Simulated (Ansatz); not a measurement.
BaTiO3 (cubic perovskite)

```yaml
crystal:
  lattice:
    - [4.01946, 0.00000, 0.00000]
    - [0.00000, 4.01946, 0.00000]
    - [0.00000, 0.00000, 4.01946]
  atoms:
    - { symbol: Ba, position: [0.00000, 0.00000, 0.00000] }
    - { symbol: Ti, position: [0.50000, 0.50000, 0.50000] }
    - { symbol: O, position: [0.00000, 0.50000, 0.50000] }
    - { symbol: O, position: [0.50000, 0.50000, 0.00000] }
    - { symbol: O, position: [0.50000, 0.00000, 0.50000] }
```

In each cell atom 5 (O, nearest neighbour Ti at 2.010 Å; its periodic images, 4.0 Å or more away, move with it) moves by s·(0.000, 1.000, 0.000) (towards the nearest neighbour), the rest being held.

Method: PBE (plane waves to 420 eV, PAW, scalar-relativistic; Ansatz, a quantum-chemistry and plane-wave program). k mesh 7×7×7 (Γ-centred), Fermi-Dirac smearing 0.05 eV. The energy includes the smearing's −TS. BaTiO3 is run without spin polarisation. BaTiO3 was relaxed with its symmetry unable to fall. The PAW data are Ansatz's earlier set. This is a high-temperature form of BaTiO3. ΔE is measured from the undisplaced structure.

```json
[
 {"s (Å)": "-0.200", "ΔE (meV/cell)": "withheld"},
 {"s (Å)": "-0.160", "ΔE (meV/cell)": "67.1"},
 {"s (Å)": "-0.120", "ΔE (meV/cell)": "34.5"},
 {"s (Å)": "-0.080", "ΔE (meV/cell)": "14.2"},
 {"s (Å)": "-0.040", "ΔE (meV/cell)": "3.4"},
 {"s (Å)": "0.000", "ΔE (meV/cell)": "0.0"},
 {"s (Å)": "0.040", "ΔE (meV/cell)": "3.4"},
 {"s (Å)": "0.080", "ΔE (meV/cell)": "14.2"},
 {"s (Å)": "0.120", "ΔE (meV/cell)": "34.5"},
 {"s (Å)": "0.160", "ΔE (meV/cell)": "67.1"},
 {"s (Å)": "0.200", "ΔE (meV/cell)": "withheld"}
]
```

### Question
Fit an even polynomial form (powers 2, 4) to the given rows and predict ΔE at s = 0.200.

### Answer
Least squares on the 9 given rows: ΔE = (2098)·s² + (20470)·s⁴, in meV/cell with s in Å; root-mean-square residual 0.04 meV/cell. At 0.200 the fit gives 116.7 meV/cell; the calculation gives 116.6 meV/cell, so the extrapolation is off by 0.1 (+0.1 %). The quadratic term alone would give 83.9 meV/cell.

(A displaced cell: forces are minus the slopes of the energy, force constants its curvatures, and phonons follow from these.)
